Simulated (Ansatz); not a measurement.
Al (hcp (Mg type), space group No. 194) at seven volumes, the program Ansatz at the r²SCAN level (PAW), shape and atoms relaxed at each. One row is withheld.

| V (Å³/atom) | P (GPa) |
|---|---|
| 14.569 | 10.24 |
| 15.049 | 6.29 |
| 15.530 | 2.90 |
| 16.010 | 0.00 |
| 16.490 | -2.46 |
| 16.971 | ? |
| 17.451 | -6.31 |

### Question
Fit the shown pressures and predict the withheld one.

### Answer
P = (3/2)B₀(x^(7/2) − x^(5/2))[1 + (3/4)(B′ − 4)(x − 1)] with x = (V₀/V)^(2/3). Least squares on the six rows gives V₀ = 16.012 Å³/atom, B₀ = 88.4 GPa, B′ = 4.33. At V = 16.971, x = 0.9620 and P = -4.53 GPa. The run itself gave -4.54 GPa.

Space group P6_3/mmc (hcp (Mg type)). The first step of the workflow began from a Materials Project structure, measured or hypothetical; the Crystallography Open Database copy checked does not list it. It is not the phase usual at ambient conditions (space group No. 225). The cell was relaxed with r²SCAN under the symmetry of its start; of distortions, only those at the zone centre were tested.

Potentials: the later of the program's two PAW sets.
